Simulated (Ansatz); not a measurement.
Ansatz (a program for electronic structure) input:

Ansatz 0.2 input:
```yaml
crystal:
  lattice:
    - [9.7758525157, 0.0, 0.0]
    - [0.0, 9.7758525157, 0.0]
    - [0.0, 0.0, 9.7731376677]
  atoms:
    - { symbol: O, position: [0.2682344493, 0.1255666908, 0.1073393888] }
    - { symbol: O, position: [0.3744333092, 0.7682344493, 0.3573393888] }
    - { symbol: O, position: [0.7317655507, 0.8744333092, 0.6073393888] }
    - { symbol: O, position: [0.6255666908, 0.2317655507, 0.8573393888] }
    - { symbol: O, position: [0.7682344493, 0.3744333092, 0.6426606112] }
    - { symbol: O, position: [0.8744333092, 0.7317655507, 0.3926606112] }
    - { symbol: O, position: [0.2317655507, 0.6255666908, 0.1426606112] }
    - { symbol: O, position: [0.1255666908, 0.2682344493, 0.8926606112] }
    - { symbol: O, position: [0.2668544186, 0.8755759343, 0.1424624422] }
    - { symbol: O, position: [0.6244240657, 0.7668544186, 0.3924624422] }
    - { symbol: O, position: [0.7331455814, 0.1244240657, 0.6424624422] }
    - { symbol: O, position: [0.3755759343, 0.2331455814, 0.8924624422] }
    - { symbol: O, position: [0.7668544186, 0.6244240657, 0.6075375578] }
    - { symbol: O, position: [0.1244240657, 0.7331455814, 0.3575375578] }
    - { symbol: O, position: [0.2331455814, 0.3755759343, 0.1075375578] }
    - { symbol: O, position: [0.8755759343, 0.2668544186, 0.8575375578] }
    - { symbol: O, position: [0.4830916156, 0.9816794163, 0.248573285] }
    - { symbol: O, position: [0.5183205837, 0.9830916156, 0.498573285] }
    - { symbol: O, position: [0.5169083844, 0.0183205837, 0.748573285] }
    - { symbol: O, position: [0.4816794163, 0.0169083844, 0.998573285] }
    - { symbol: O, position: [0.9830916156, 0.5183205837, 0.501426715] }
    - { symbol: O, position: [0.0183205837, 0.5169083844, 0.251426715] }
    - { symbol: O, position: [0.0169083844, 0.4816794163, 0.001426715] }
    - { symbol: O, position: [0.9816794163, 0.4830916156, 0.751426715] }
    - { symbol: Si, position: [0.2506427411, 0.2506427411, 0.0] }
    - { symbol: Si, position: [0.2493572589, 0.7506427411, 0.25] }
    - { symbol: Si, position: [0.7493572589, 0.7493572589, 0.5] }
    - { symbol: Si, position: [0.7506427411, 0.2493572589, 0.75] }
    - { symbol: Si, position: [0.3749572499, 0.9998960294, 0.1242614601] }
    - { symbol: Si, position: [0.5001039706, 0.8749572499, 0.3742614601] }
    - { symbol: Si, position: [0.6250427501, 0.0001039706, 0.6242614601] }
    - { symbol: Si, position: [0.4998960294, 0.1250427501, 0.8742614601] }
    - { symbol: Si, position: [0.8749572499, 0.5001039706, 0.6257385399] }
    - { symbol: Si, position: [0.0001039706, 0.6250427501, 0.3757385399] }
    - { symbol: Si, position: [0.1250427501, 0.4998960294, 0.1257385399] }
    - { symbol: Si, position: [0.9998960294, 0.3749572499, 0.8757385399] }
kpoints:
  mp_grid: { grid: [3, 3, 3] }
hamiltonian:
  xc: lda
  pseudopotentials: { kind: paw }
scf:
  occupations: { method: fixed }
phonons:
  method: dfpt
  response_accuracy: low
  eigenvectors: true
  rigid_motions: translations
  dielectric: true
```

Output (shortened):

```
Pseudopotential: O, paw, valence charge 6
Pseudopotential: Si, paw, valence charge 4
Functional definition: SPW92
Crystal: 36 atoms, lattice volume = 933.992 Å³
Basis set: ecut = 420 eV, 18277 PW (Γ), exchange–correlation on 144×144×144 points (8 copies of the dense FFT grid, shifted against one another)
Bands: 132, of which v1, the nominal top of the filled ones, is band 96 counted from 1 (95 counted from 0)
Symmetry: 8 space group operations
k-points: 14 of 27 (irreducible under 1 space group operation, time reversal used)
SCF 1 converged in 10 iterations: F = -20665.887521 eV  dr2 = 2.14e-11
phonon interpolation: 32 periodic images of 24 blocks of the force constants (a block to an ordered pair of atoms and a translation) lie up to 2.35e-3 Å …
SCF converged after 10 iterations
Free energy (F): -20665.887521 eV
Harris-Foulkes:  -20665.887521 eV  (|F-HF|=7.28e-12)
Internal energy: -20665.887521 eV  (E = F + TS)
E sigma→0 (E₀):  -20665.887521 eV
Fermi energy:    -3.216185 eV
--- Per-component energies (eV) ---
  E_band       = -1880.412919
  E_kinetic    = 4805.519078
  E_local      = -25238.253111  (includes V_loc(G=0)·N_el)
  E_nonlocal   = 1505.491953
  E_hartree    = 10408.372372
  E_xc         = -2409.095500
  E_vxc        = -2819.228962  (∫ρ·V_xc dr)
  E_paw        = -9393.532206  (= ΣΔE_a)
  E_vpaw       = -950.749336  (= ΣTr[D̂ρ^β])
  E_aug_tail   = 0.062665  (compensation charges beyond the density's cutoff)
  E_ewald      = -347.790857
  E_core_change = 3.338084  (= ΣΔE_core)
  E_smearing   =  0.000000  (= −TS)
  E_closure    = 0.000000  (closes the sum)
  Σ components = -20665.887521   (vs F -20665.887521, Δ=0.00e0)
--- Band table (eV; the first three rows and the last of 14) ---
  k-point 0: bands = ["-22.3318", "-21.9213", "-21.9210", "-21.9210", "-21.3669", "-21.3669", "-21.3669", "-20.8166", "-20.8163", "-20.5176", "-20.5173", "-20.5173", "-20.3641", "-20.2388", "-20.2387", "-20.2387", "-20.0496", "-20.0496", "-20.0496", …
  k-point 1: bands = ["-22.2791", "-22.1321", "-21.8523", "-21.6858", "-21.6563", "-21.4716", "-21.0374", "-20.7760", "-20.7270", "-20.7254", "-20.6590", "-20.5687", "-20.2161", "-20.2053", "-20.1608", "-20.1488", "-20.1109", "-20.0794", "-20.0453", …
  k-point 2: bands = ["-22.2791", "-22.1322", "-21.8521", "-21.6860", "-21.6562", "-21.4717", "-21.0374", "-20.7758", "-20.7271", "-20.7254", "-20.6590", "-20.5689", "-20.2160", "-20.2051", "-20.1608", "-20.1488", "-20.1113", "-20.0794", "-20.0449", …
  k-point 13: bands = ["-22.1900", "-22.1263", "-21.9766", "-21.9032", "-21.4222", "-21.3165", "-21.1262", "-21.0123", "-20.6977", "-20.6483", "-20.5667", "-20.5273", "-20.2676", "-20.2669", "-20.2029", "-20.1529", "-20.0610", "-19.9705", "-19.9184", …
--- Phonons (Γ-DFPT): 14 representative perturbations + reference, on 14 of 27 k-points (Σ response iterations 58) ---
  ASR residual: 4.079e-4 → 0.000e0 eV/Å²; symmetrization residual: 1.026e-4 eV/Å²
  ASR residual per site (eV/Å²): 4.08e-4 4.08e-4 4.08e-4 4.08e-4 4.08e-4 4.08e-4 4.08e-4 4.08e-4 3.38e-4 3.38e-4 3.38e-4 3.38e-4 3.38e-4 3.38e-4 3.38e-4 3.38e-4 3.34e-4 3.34e-4 3.34e-4 3.34e-4 3.34e-4 3.34e-4 3.34e-4 3.34e-4 2.41e-4 2.41e-4 2.41e-4 2.41e-4 …
  Γ frequencies (cm⁻¹): -40.79 0.00 0.00 0.00 31.18 31.27 38.72 49.66 49.83 49.83 146.34 146.44 146.44 149.25 149.25 149.32 192.22 192.32 234.37 234.40 246.12 246.12 246.31 247.01 247.29 247.29 256.11 256.11 256.17 270.74 270.74 270.77 280.73 280.73 280.83 …
  ε∞ (high-frequency dielectric tensor):
        1.668400     0.000000     0.000000
        0.000000     1.668400     0.000000
        0.000000     0.000000     1.668227
  ε⁰ (static dielectric tensor): not given — an optical mode at Γ is not stable, and the ionic part, a sum over the modes at Γ, is formed only where all of …
  softest optical mode at Γ: -40.79 cm⁻¹; the repairs (sum rule, projections) moved no ω² at Γ by more than (14.10 cm⁻¹)²
  Born effective charges Z* (e; rows j = field, columns β = displacement):
    site 0:
        -1.20722    0.63893   -0.09686
         0.70674   -2.10743    0.70551
        -0.09740    0.63602   -1.20912
    site 1:
        -2.10743   -0.70674   -0.70551
        -0.63893   -1.20722   -0.09686
        -0.63602   -0.09740   -1.20912
    site 2:
        -1.20722    0.63893    0.09686
         0.70674   -2.10743   -0.70551
         0.09740   -0.63602   -1.20912
    site 3:
        -2.10743   -0.70674    0.70551
        -0.63893   -1.20722    0.09686
         0.63602    0.09740   -1.20912
    site 4:
        -1.20722   -0.63893    0.09686
        -0.70674   -2.10743    0.70551
         0.09740    0.63602   -1.20912
    site 5:
        -2.10743    0.70674    0.70551
         0.63893   -1.20722   -0.09686
         0.63602   -0.09740   -1.20912
    site 6:
        -1.20722   -0.63893   -0.09686
        -0.70674   -2.10743   -0.70551
        -0.09740   -0.63602   -1.20912
    site 7:
        -2.10743    0.70674   -0.70551
         0.63893   -1.20722    0.09686
        -0.63602    0.09740   -1.20912
    site 8:
        -1.21325   -0.63643    0.10269
        -0.70956   -2.09664    0.71112
         0.10188    0.63928   -1.21097
    site 9:
        -2.09664    0.70956   -0.71112
         0.63643   -1.21325    0.10269
        -0.63928    0.10188   -1.21097
    site 10:
        -1.21325   -0.63643   -0.10269
        -0.70956   -2.09664   -0.71112
        -0.10188   -0.63928   -1.21097
    site 11:
        -2.09664    0.70956    0.71112
         0.63643   -1.21325   -0.10269
         0.63928   -0.10188   -1.21097
    site 12:
        -1.21325    0.63643   -0.10269
         0.70956   -2.09664    0.71112
        -0.10188    0.63928   -1.21097
    site 13:
        -2.09664   -0.70956    0.71112
        -0.63643   -1.21325    0.10269
         0.63928    0.10188   -1.21097
    site 14:
        -1.21325    0.63643    0.10269
         0.70956   -2.09664   -0.71112
         0.10188   -0.63928   -1.21097
    site 15:
        -2.09664   -0.70956   -0.71112
        -0.63643   -1.21325   -0.10269
        -0.63928   -0.10188   -1.21097
    site 16:
        -1.21318    0.10039   -0.63521
         0.09958   -1.20776    0.64023
        -0.70805    0.70907   -2.10132
    site 17:
        -1.20776   -0.09958   -0.64023
        -0.10039   -1.21318   -0.63521
        -0.70907   -0.70805   -2.10132
    site 18:
        -1.21318    0.10039    0.63521
         0.09958   -1.20776   -0.64023
         0.70805   -0.70907   -2.10132
    site 19:
        -1.20776   -0.09958    0.64023
        -0.10039   -1.21318    0.63521
         0.70907    0.70805   -2.10132
    site 20:
        -1.21318   -0.10039    0.63521
        -0.09958   -1.20776    0.64023
         0.70805    0.70907   -2.10132
    site 21:
        -1.20776    0.09958    0.64023
         0.10039   -1.21318   -0.63521
         0.70907   -0.70805   -2.10132
    site 22:
        -1.21318   -0.10039   -0.63521
        -0.09958   -1.20776   -0.64023
        -0.70805   -0.70907   -2.10132
    site 23:
        -1.20776    0.09958   -0.64023
         0.10039   -1.21318    0.63521
        -0.70907    0.70805   -2.10132
    site 24:
         3.14560   -1.15065   -0.00193
        -1.15065    3.14560    0.00193
        -0.00267    0.00267    2.75341
    site 25:
         3.14560    1.15065   -0.00193
         1.15065    3.14560   -0.00193
        -0.00267   -0.00267    2.75341
    site 26:
         3.14560   -1.15065    0.00193
        -1.15065    3.14560   -0.00193
         0.00267   -0.00267    2.75341
    site 27:
         3.14560    1.15065    0.00193
         1.15065    3.14560    0.00193
         0.00267    0.00267    2.75341
    site 28:
         2.75402   -0.00527   -0.00804
         0.00067    3.14586   -1.15107
         0.00012   -1.15125    3.14470
    site 29:
         3.14586   -0.00067    1.15107
         0.00527    2.75402   -0.00804
         1.15125    0.00012    3.14470
    site 30:
         2.75402   -0.00527    0.00804
         0.00067    3.14586    1.15107
        -0.00012    1.15125    3.14470
    site 31:
         3.14586   -0.00067   -1.15107
         0.00527    2.75402    0.00804
        -1.15125   -0.00012    3.14470
    site 32:
         2.75402    0.00527    0.00804
        -0.00067    3.14586   -1.15107
        -0.00012   -1.15125    3.14470
    site 33:
         3.14586    0.00067   -1.15107
        -0.00527    2.75402   -0.00804
        -1.15125    0.00012    3.14470
    site 34:
         2.75402    0.00527   -0.00804
        -0.00067    3.14586    1.15107
         0.00012    1.15125    3.14470
    site 35:
         3.14586    0.00067    1.15107
        -0.00527    2.75402    0.00804
         1.15125   -0.00012    3.14470
  Z* charge neutrality: 3.711e-5 e pre-enforcement
  k-mesh period / interband length: 29.3 Å / 0.97 Å = 30.24 at k = (0.0000, 0.0000, 0.0000), direct gap 5.641 eV — 14 or more, which is no proof of convergence
  optical modes at Γ without the LO–TO term, one row a degenerate level:
      ω (cm⁻¹)  modes    IR ((D/Å)²/amu)
        -40.79      1             0.0000
        375.69      1             5.7785
        375.73      2            11.6082
        381.77      1            16.2558
        381.78      2            32.4572
        815.10      1            31.7421
        815.16      2            63.5219
        979.59      2            76.9599
        979.70      1            38.1969
       1054.02      1           111.9857
       1054.12      2           223.5075
    and 68 stable rows of less than 1 % of the strongest line; every row is in the event stream and, under method: dfpt, the table optical_modes.tsv
  optical modes at Γ + LO–TO along q̂ = [1.0000, 0.0000, 0.0000]:
      ω (cm⁻¹)  modes    IR ((D/Å)²/amu)
        -40.79      1             0.0000
        375.69      1             5.7785
        375.73      1             5.8041
        381.77      1            16.2558
        381.78      1            16.2286
        409.60      1            12.6815
        815.10      1            31.7421
        815.16      1            31.7610
        832.66      1            13.5278
        979.59      1            38.4799
        979.70      1            38.1969
        992.66      1             8.1692
       1054.02      1           111.9857
       1054.12      1           111.7537
       1145.92      1           169.9010
    and 90 stable rows of less than 1 % of the strongest line; every row is in the event stream and, under method: dfpt, the table optical_modes.tsv
  optical modes at Γ + LO–TO along q̂ = [0.0000, 1.0000, 0.0000]:
      ω (cm⁻¹)  modes    IR ((D/Å)²/amu)
        -40.79      1             0.0000
        375.69      1             5.7785
        375.73      1             5.8041
        381.77      1            16.2558
        381.78      1            16.2286
        409.60      1            12.6815
        815.10      1            31.7421
        815.16      1            31.7610
        832.66      1            13.5278
        979.59      1            38.4799
        979.70      1            38.1969
        992.66      1             8.1692
       1054.02      1           111.9857
       1054.12      1           111.7537
       1145.92      1           169.9010
    and 90 stable rows of less than 1 % of the strongest line; every row is in the event stream and, under method: dfpt, the table optical_modes.tsv
  optical modes at Γ + LO–TO along q̂ = [0.0000, 0.0000, 1.0000]:
      ω (cm⁻¹)  modes    IR ((D/Å)²/amu)
        -40.79      1             0.0000
        375.73      2            11.6082
        381.78      2            32.4572
        409.58      1            12.6786
        815.16      2            63.5219
        832.60      1            13.5334
        979.59      2            76.9599
        992.64      1             8.0801
       1054.12      2           223.5075
       1145.88      1           169.9438
    and 69 stable rows of less than 1 % of the strongest line; every row is in the event stream and, under method: dfpt, the table optical_modes.tsv
```

Cost: roughly 60 core-minutes on shared cores.

Space group P4_12_12. The workflow started from an entry of the Crystallography Open Database (COD). Its sites differ from those of the usual phase in this space group: another stacking or structure type. Symmetry was held in the LDA relaxation; phonons show weakly imaginary modes. The volume moved by 94 % from the start of the relaxation.

Potentials: the later of the program's two PAW sets.

Ansatz is a plane-wave DFT program.
